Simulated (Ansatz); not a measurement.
NiO (rock salt), energy against volume

NiO (rock salt)

```xyz
2
Lattice="0.0000 2.0953 2.0953 2.0953 0.0000 2.0953 2.0953 2.0953 0.0000" Properties=species:S:1:pos:R:3 pbc="T T T"
O      0.0000     0.0000     0.0000
Ni     2.0953     2.0953     2.0953
```

Equation-of-state scan: isotropic scaling of the cell above, V₀ being its volume. Symmetry pins the atoms to their sites.

Method: r2SCAN (plane waves to 500 eV, PAW, scalar-relativistic; Ansatz, an electronic-structure program). k mesh 13×13×13 (Γ-centred), Fermi-Dirac smearing 0.05 eV. The energy includes the smearing's −TS. Stress and pressure are positive under compression. NiO is run spin-polarised and with no Hubbard U; the real compound is an antiferromagnetic insulator, a state that this run doesn't describe. NiO was relaxed with its symmetry unable to fall. Relaxed NiO ends ferromagnetic. The PAW data are Ansatz's earlier set. Other magnetic orders were not checked, so this need not be the ground state. The zero of ΔE is the relaxed starting cell.

```json
[
 {"a (Å)": "3.9540", "ΔE (meV/atom)": "216.2", "moment (μB/cell)": "2.00", "P (GPa)": "55.1"},
 {"a (Å)": "4.0036", "ΔE (meV/atom)": "129.4", "moment (μB/cell)": "2.00", "P (GPa)": "39.9"},
 {"a (Å)": "4.0519", "ΔE (meV/atom)": "68.2", "moment (μB/cell)": "2.00", "P (GPa)": "27.1"},
 {"a (Å)": "4.0992", "ΔE (meV/atom)": "28.5", "moment (μB/cell)": "2.00", "P (GPa)": "16.4"},
 {"a (Å)": "4.1454", "ΔE (meV/atom)": "6.7", "moment (μB/cell)": "2.00", "P (GPa)": "7.5"},
 {"a (Å)": "4.1906", "ΔE (meV/atom)": "0.0", "moment (μB/cell)": "2.00", "P (GPa)": "0.0"},
 {"a (Å)": "4.2348", "ΔE (meV/atom)": "6.0", "moment (μB/cell)": "2.00", "P (GPa)": "-6.3"},
 {"a (Å)": "4.2781", "ΔE (meV/atom)": "22.5", "moment (μB/cell)": "2.00", "P (GPa)": "-11.6"},
 {"a (Å)": "4.3206", "ΔE (meV/atom)": "48.0", "moment (μB/cell)": "2.00", "P (GPa)": "-16.0"},
 {"a (Å)": "4.3622", "ΔE (meV/atom)": "81.0", "moment (μB/cell)": "2.00", "P (GPa)": "-19.8"},
 {"a (Å)": "4.4031", "ΔE (meV/atom)": "120.3", "moment (μB/cell)": "2.00", "P (GPa)": "-22.9"}
]
```

Derived quantities:

| Item | Value |
|---|---|
| Pressure at the smallest volume | 55.1 GPa |
| Energy cost of the largest compression | 216.2 meV/atom |
| Energy cost of the largest expansion | 120.3 meV/atom |
| Bulk modulus B₀ (third-order Birch-Murnaghan fit) | 214 GPa |
| Pressure derivative B₀′ (fit) | 4.4 |
| Equilibrium volume of the fit | 9.20 Å³/atom |
| Pressure for 5 % compression (fit) | 12.3 GPa |

(Under strain, the slope of the energy per volume gives the stress and its curvature an elastic modulus.)
